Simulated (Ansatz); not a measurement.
Optical constants of Ta

Computed with DFT PBEsol, scalar-relativistic, plane waves, PAW in Ansatz 0.2.0. Settings: 420 eV plane-wave cutoff, Γ-centred 20×20×20 mesh, Fermi-Dirac smearing of 0.15 eV. No spin polarisation.

Relaxed structure:
```yaml
crystal:
  lattice:
    - [0.00000, 2.08928, 2.08928]
    - [2.08928, 0.00000, 2.08928]
    - [2.08928, 2.08928, 0.00000]
  atoms:
    - { symbol: Ta, position: [0.00000, 0.00000, 0.00000] }
```

In a metal these results depend on the k mesh and the smearing. Spin–orbit coupling is left out, which matters for heavy elements.

Independent-particle response (no local fields, no excitons) on a 28×28×28 mesh, broadened by 0.1 eV; the Drude term is undamped and its weight carries the smearing above, which sets much of it in a semimetal. The run couldn't bound its error over part or most of this range, so small peaks and near ties are unsure. Light polarised along x. ε₁ lacks the small share of bands above those solved.

(1) Tabulate n, κ, the reflectivity and the absorption coefficient against photon energy.

(2) Where is the highest local maximum of ε₂ between 0.3 and 12 eV?

Answers

(1)
```
E (eV) n      κ     R  α (10⁵ cm⁻¹)
   0.3  0.52  24.91  1.00          7.58
   0.6  1.80  11.86  0.95          7.21
   0.9  1.98   7.65  0.88          6.98
   1.2  2.45   5.46  0.76          6.64
   1.5  3.21   4.66  0.67          7.09
   1.8  2.65   4.48  0.68          8.17
   2.1  2.56   3.84  0.63          8.17
   2.4  2.57   3.41  0.58          8.29
   2.7  2.78   3.13  0.54          8.56
   3.0  2.66   3.41  0.57         10.36
   3.3  2.21   3.18  0.57         10.63
   3.6  2.14   2.70  0.50          9.87
   3.9  2.26   2.44  0.46          9.66
   4.2  2.51   2.29  0.43          9.75
   4.5  2.62   2.49  0.46         11.34
   4.8  3.13   2.62  0.48         12.74
   5.1  2.52   3.40  0.58         17.56
   5.4  2.01   3.31  0.60         18.10
   5.7  1.71   3.20  0.61         18.47
   6.0  1.41   3.12  0.64         18.95
   6.3  1.05   2.85  0.66         18.18
   6.6  0.91   2.51  0.64         16.79
   6.9  0.88   2.21  0.58         15.48
   7.2  0.96   1.96  0.50         14.30
   7.5  1.16   1.85  0.43         14.05
   7.8  1.13   1.97  0.46         15.58
   8.1  1.00   1.92  0.48         15.78
   8.4  0.89   1.76  0.47         15.01
   8.7  0.86   1.51  0.40         13.30
   9.0  1.11   1.17  0.24         10.67
   9.3  1.35   1.34  0.26         12.61
   9.6  1.52   1.66  0.33         16.19
   9.9  1.30   1.63  0.35         16.39
  10.2  1.35   1.59  0.33         16.48
  10.5  1.51   1.72  0.35         18.28
  10.8  1.27   2.09  0.47         22.92
  11.1  0.93   2.04  0.53         22.95
  11.4  0.72   1.81  0.54         20.96
  11.7  0.70   1.62  0.49         19.18
  12.0  0.73   1.55  0.46         18.80
```

(2) At 0.5 eV, where ε₂ = 43.9.

This fcc form isn't the element's structure at ambient conditions.

Cost: 1 run of about 0.62 core-minutes, on Arm Neoverse V1 (shared hosts).